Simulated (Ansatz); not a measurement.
A relaxation computed with Ansatz, from input to last step.

```yaml
crystal:
  lattice:
    - [5.9464224992, 0.0, 0.0]
    - [-2.9732112496, 5.1497529459, 0.0]
    - [0.0, 0.0, 4.7729215429]
  atoms:
    - { symbol: Sb, position: [0.3333333333, 0.6666666667, 0.25] }
    - { symbol: Sb, position: [0.6666666667, 0.3333333333, 0.75] }
    - { symbol: Mo, position: [0.833, 0.666, 0.25] }
    - { symbol: Mo, position: [0.167, 0.833, 0.75] }
    - { symbol: Mo, position: [0.334, 0.167, 0.25] }
    - { symbol: Mo, position: [0.167, 0.334, 0.75] }
    - { symbol: Mo, position: [0.833, 0.167, 0.25] }
    - { symbol: Mo, position: [0.666, 0.833, 0.75] }
basis:
  ecutwfc: 420
kpoints:
  mp_grid: { grid: [3, 3, 4] }
hamiltonian:
  xc: pbe
scf:
  occupations: { method: gaussian, width: 0.1 }
  lower_state_search: "off"
output:
  forces: true
  stress: true
  eigenvalues: true
relax:
  adjacent_minimum: "off"
  f_tol: 0.04
  max_steps: 70
  cell: { stress_tol: 0.4 }
```

```bash
ansatz run input.yaml --threads 1 --pin off --max-ram 2560MiB --backend cpu --events-out ev --progress --plain --runs-dir out
```

Computed with DFT PBE, scalar-relativistic, plane waves, PAW (Ansatz 0.2.0).

Of 7 frames 7 are shown, positions in Å and forces in eV/Å; the SCF threshold varies from step to step. Steps run on the plane waves of an earlier cell, with a Pulay correction in the pressure. The basis is chosen afresh for the last frame, the zero of the energies, and at times for earlier ones too; energy and pressure step there, also at an unchanged geometry.

```xyz
8
Lattice="5.9464 0.0000 0.0000 -2.9732 5.1498 0.0000 0.0000 0.0000 4.7729" Properties=species:S:1:pos:R:3:forces:R:3 pbc="T T T" step=1 free_energy_over_end_meV_per_atom=107.22 pressure_GPa=-14.23
Sb    0.0000    3.4332    1.1932    0.0000    0.0000    0.0000
Sb    2.9732    1.7166    3.5797    0.0000    0.0000    0.0000
Mo    2.9732    3.4297    1.1932    0.0000    0.6817    0.0000
Mo   -1.4836    4.2897    3.5797   -0.5903    0.3408    0.0000
Mo    1.4896    0.8600    1.1932   -0.5903   -0.3408    0.0000
Mo    0.0000    1.7200    3.5797    0.0000   -0.6817    0.0000
Mo    4.4568    0.8600    1.1932    0.5903   -0.3408    0.0000
Mo    1.4836    4.2897    3.5797    0.5903    0.3408    0.0000
8
Lattice="5.6555 0.0000 0.0000 -2.8278 4.8978 0.0000 0.0000 0.0000 4.6766" Properties=species:S:1:pos:R:3:forces:R:3 pbc="T T T" step=2 free_energy_over_end_meV_per_atom=23.54 pressure_GPa=9.55
Sb    0.0000    3.2652    1.1692    0.0000    0.0000    0.0000
Sb    2.8278    1.6326    3.5075    0.0000    0.0000    0.0000
Mo    2.8278    3.3143    1.1692    0.0000   -0.0079    0.0000
Mo   -1.4564    4.1061    3.5075    0.0069   -0.0040    0.0000
Mo    1.3714    0.7917    1.1692    0.0069    0.0040    0.0000
Mo    0.0000    1.5835    3.5075    0.0000    0.0079    0.0000
Mo    4.2842    0.7917    1.1692   -0.0069    0.0040    0.0000
Mo    1.4564    4.1061    3.5075   -0.0069   -0.0040    0.0000
8
Lattice="5.7207 0.0000 0.0000 -2.8603 4.9543 0.0000 0.0000 0.0000 4.7756" Properties=species:S:1:pos:R:3:forces:R:3 pbc="T T T" step=3 free_energy_over_end_meV_per_atom=2.47 pressure_GPa=-0.69
Sb    0.0000    3.3028    1.1939    0.0000    0.0000    0.0000
Sb    2.8603    1.6514    3.5817    0.0000    0.0000    0.0000
Mo    2.8603    3.3466    1.1939    0.0000    0.1216    0.0000
Mo   -1.4681    4.1504    3.5817   -0.1053    0.0608    0.0000
Mo    1.3923    0.8038    1.1939   -0.1053   -0.0608    0.0000
Mo    0.0000    1.6077    3.5817    0.0000   -0.1216    0.0000
Mo    4.3284    0.8038    1.1939    0.1053   -0.0608    0.0000
Mo    1.4681    4.1504    3.5817    0.1053    0.0608    0.0000
8
Lattice="5.6945 0.0000 0.0000 -2.8472 4.9316 0.0000 0.0000 0.0000 4.8122" Properties=species:S:1:pos:R:3:forces:R:3 pbc="T T T" step=4 free_energy_over_end_meV_per_atom=0.20 pressure_GPa=-0.19
Sb    0.0000    3.2877    1.2031    0.0000    0.0000    0.0000
Sb    2.8472    1.6439    3.6092    0.0000    0.0000    0.0000
Mo    2.8472    3.3367    1.2031    0.0000   -0.0305    0.0000
Mo   -1.4660    4.1341    3.6092    0.0264   -0.0153    0.0000
Mo    1.3812    0.7974    1.2031    0.0264    0.0153    0.0000
Mo    0.0000    1.5949    3.6092    0.0000    0.0305    0.0000
Mo    4.3133    0.7974    1.2031   -0.0264    0.0153    0.0000
Mo    1.4660    4.1341    3.6092   -0.0264   -0.0153    0.0000
8
Lattice="5.6762 0.0000 0.0000 -2.8381 4.9157 0.0000 0.0000 0.0000 4.8391" Properties=species:S:1:pos:R:3:forces:R:3 pbc="T T T" step=5 free_energy_over_end_meV_per_atom=-0.31 pressure_GPa=-0.02
Sb    0.0000    3.2772    1.2098    0.0000    0.0000    0.0000
Sb    2.8381    1.6386    3.6293    0.0000    0.0000    0.0000
Mo    2.8381    3.3230    1.2098    0.0000   -0.0519    0.0000
Mo   -1.4588    4.1194    3.6293    0.0449   -0.0259    0.0000
Mo    1.3793    0.7964    1.2098    0.0449    0.0259    0.0000
Mo    0.0000    1.5927    3.6293    0.0000    0.0519    0.0000
Mo    4.2969    0.7964    1.2098   -0.0449    0.0259    0.0000
Mo    1.4588    4.1194    3.6293   -0.0449   -0.0259    0.0000
8
Lattice="5.6715 0.0000 0.0000 -2.8358 4.9117 0.0000 0.0000 0.0000 4.8447" Properties=species:S:1:pos:R:3:forces:R:3 pbc="T T T" step=6 free_energy_over_end_meV_per_atom=-0.41 pressure_GPa=-0.03
Sb    0.0000    3.2745    1.2112    0.0000    0.0000    0.0000
Sb    2.8358    1.6372    3.6335    0.0000    0.0000    0.0000
Mo    2.8358    3.3154    1.2112    0.0000   -0.0024    0.0000
Mo   -1.4534    4.1136    3.6335    0.0021   -0.0012    0.0000
Mo    1.3824    0.7981    1.2112    0.0021    0.0012    0.0000
Mo    0.0000    1.5963    3.6335    0.0000    0.0024    0.0000
Mo    4.2891    0.7981    1.2112   -0.0021    0.0012    0.0000
Mo    1.4534    4.1136    3.6335   -0.0021   -0.0012    0.0000
8
Lattice="5.6715 0.0000 0.0000 -2.8358 4.9117 0.0000 0.0000 0.0000 4.8447" Properties=species:S:1:pos:R:3:forces:R:3 pbc="T T T" step=7 free_energy_over_end_meV_per_atom=0.00 pressure_GPa=-0.02
Sb    0.0000    3.2745    1.2112    0.0000    0.0000    0.0000
Sb    2.8358    1.6372    3.6335    0.0000    0.0000    0.0000
Mo    2.8358    3.3154    1.2112    0.0000   -0.0024    0.0000
Mo   -1.4534    4.1136    3.6335    0.0020   -0.0012    0.0000
Mo    1.3824    0.7981    1.2112    0.0020    0.0012    0.0000
Mo    0.0000    1.5963    3.6335    0.0000    0.0024    0.0000
Mo    4.2891    0.7981    1.2112   -0.0020    0.0012    0.0000
Mo    1.4534    4.1136    3.6335   -0.0020   -0.0012    0.0000
```

The start puts this composition into another compound's structure type, which needn't suit it. At the end the space group is P6_3/mmc (tolerance 0.05 Å).

The run took 41 s on 1 thread of Arm Neoverse V2, on a shared host, peak memory 0.43 GiB.

The k mesh is coarse.